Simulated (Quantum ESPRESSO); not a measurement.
## Band energies of Ni₃Ge

```
CELL_PARAMETERS angstrom
      3.53033     0.00000     0.00000
      0.00000     3.53033     0.00000
      0.00000     0.00000     3.53033
ATOMIC_POSITIONS crystal
  Ni 0.50000 0.00000 0.50000
  Ni 0.00000 0.50000 0.50000
  Ni 0.50000 0.50000 0.00000
  Ge 0.00000 0.00000 0.00000
```

norm-conserving LDA (Quantum ESPRESSO, 98 Ry, no spin-orbit coupling); path ΓXMΓRX,MR; energies in eV from the Fermi level.

```
k (1/Å)  point  band 30  band 31  band 32  band 33  band 34  band 35  band 36  band 37
-------  -----  -------  -------  -------  -------  -------  -------  -------  -------
0.00         Γ    -0.97    -0.59    -0.59    -0.29    -0.01    -0.01    -0.01     3.85
0.33              -0.81    -0.69    -0.60    -0.45    -0.01     0.84     0.84     4.54
0.67              -1.19    -1.10    -0.96    -0.54     0.00     2.71     2.71     4.60
0.89         X    -1.34    -1.26    -1.15    -0.54     0.00     3.60     3.60     4.53
1.11              -1.28    -1.14    -1.01    -0.60    -0.15     2.34     3.81     4.15
1.45              -1.22    -1.16    -0.90    -0.82    -0.67     0.92     1.46     4.77
1.78         M    -1.42    -1.22    -1.13    -0.98    -0.96     0.62     0.62     5.68
1.88              -1.40    -1.18    -1.13    -0.94    -0.93     0.62     0.71     5.54
2.20              -1.22    -1.12    -0.95    -0.69    -0.60     0.61     2.39     3.93
2.62              -0.82    -0.79    -0.56    -0.53    -0.17     0.45     1.32     5.27
2.93              -0.87    -0.58    -0.58    -0.31    -0.02     0.06     0.08     4.00
3.04         Γ    -0.97    -0.59    -0.59    -0.29    -0.01    -0.01    -0.01     3.85
3.35              -0.65    -0.65    -0.53    -0.47    -0.08     0.45     0.45     5.05
3.65              -1.00    -0.89    -0.89    -0.38    -0.14     0.80     0.80     5.74
4.07              -1.26    -1.01    -1.01    -0.36    -0.20     0.29     0.29     2.43
4.37              -1.30    -1.13    -1.13    -0.54    -0.22    -0.18    -0.18     0.92
4.58         R    -1.34    -1.19    -1.19    -0.51    -0.23    -0.23    -0.23     0.64
4.77              -1.28    -1.14    -1.14    -0.57    -0.24    -0.18    -0.15     0.88
5.06              -1.13    -1.06    -0.90    -0.80    -0.29     0.41     0.77     1.61
5.45              -1.23    -1.21    -0.89    -0.75    -0.28     2.10     2.30     3.28
5.74              -1.33    -1.17    -1.15    -0.55    -0.03     3.32     3.45     4.95
5.84         X    -1.34    -1.26    -1.15    -0.54     0.00     3.60     3.60     4.53
5.84         M    -1.42    -1.22    -1.13    -0.98    -0.96     0.62     0.62     5.68
6.04              -1.33    -1.15    -1.13    -0.97    -0.82     0.54     0.54     3.98
6.33              -1.16    -1.16    -1.04    -0.87    -0.45     0.12     0.12     1.75
6.73         R    -1.34    -1.19    -1.19    -0.51    -0.23    -0.23    -0.23     0.64
```

A metal at this level: along this path bands 35, 36 cross the Fermi level.

Spin-orbit splittings are left out.

Geometry of the Materials Project entry, not relaxed at this level.

The structure is a Materials Project entry; no match was found in the copy of COD used, and its stability was not checked.

The runs are not spin-polarised; magnetic order was not tried.
